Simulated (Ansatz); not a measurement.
# Competing spin states in VP2O7

```
V P O
1.0
    -5.49500    5.49500    2.12900
     5.49500   -5.49500    2.12900
     5.49500    5.49500   -2.12900
V P O
2 4 14
Direct
  0.00000 0.00000 0.00000
  0.75000 0.25000 0.50000
  0.37500 0.29090 0.41590
  0.70910 0.12500 0.08410
  0.87500 0.95910 0.58410
  0.04090 0.62500 0.91590
  0.12830 0.07030 0.23980
  0.92970 0.16950 0.05800
  0.83050 0.88850 0.76020
  0.11150 0.87170 0.94200
  0.62170 0.36150 0.44200
  0.82030 0.37830 0.73980
  0.91950 0.17970 0.55800
  0.63850 0.08050 0.26020
  0.37500 0.81170 0.93670
  0.18830 0.12500 0.56330
  0.87500 0.43830 0.06330
  0.56170 0.62500 0.43670
  0.50000 0.50000 0.00000
  0.25000 0.75000 0.50000
```

All energies were calculated with Ansatz 0.2.0 (r2SCAN with U_eff = 1.0 eV on V d (all-electron-ortho-atomic projectors); 500 eV; 6×6×6 Γ-centred mesh; fermi-dirac occupations of width 0.050 eV). The atoms are fixed and numbered as listed; spin is collinear, without spin-orbit coupling.

Different starts of the self-consistent cycle ended in different solutions. Their moments in μB:

```tsv
state	V1	V2	other atoms together	size of the net moment a cell
A	0.00	0.00	0.00	0.00
B	1.23	-1.23	0.00	0.00
C	1.23	1.23	-1.13	2.00
```

Site moments are taken in small spheres that don't touch (radius about 0.4 of the atom's shortest bond), so those of the magnetic atoms read low, and they needn't add up to the net moment. State A was run without spin polarisation.

Question: Rank the states by energy at zero smearing.

Answer: State C (parallel moments) comes first by a margin too small to trust; B (antiparallel, compensated) lies 0.3 meV above it, A (without moments) lies 86 meV above it, all counted an atom of the cell. The two lowest differ by only 2.7 meV for each atom with a column above, which mesh or functional could overturn.

Question: Which states have a gap on the mesh, and what pressure does each exert on this cell?

Answer: A: no gap, -7.0 GPa; B: no gap, -4.7 GPa; C: no gap, -4.7 GPa (positive in compression). Moments take up room: without them the pressure is lower, so that state wants a smaller cell.

Question: What does magnetism gain here?

Answer: 86 meV an atom of the cell, or 858 meV for each V atom, against state A, which has none. That state isn't the paramagnet, which keeps its moments, so this is no ordering energy, and a U raises it further by its penalty on part-filled orbitals.

The cell is that of a Crystallography Open Database entry, unchanged.

Caveats: only orders that fit this cell and collinear spins were tried, so the true order may need a larger cell or canted moments; atoms and cell are not relaxed, and each state would relax in its own way; the U is a value in common use, not computed for this crystal; the k mesh is coarse, so differences of a few meV are uncertain where a state is a metal; one start a pattern, so a lower state of the same pattern may exist; the nearest magnetic pairs stand parallel in every state found, so their coupling isn't measured.
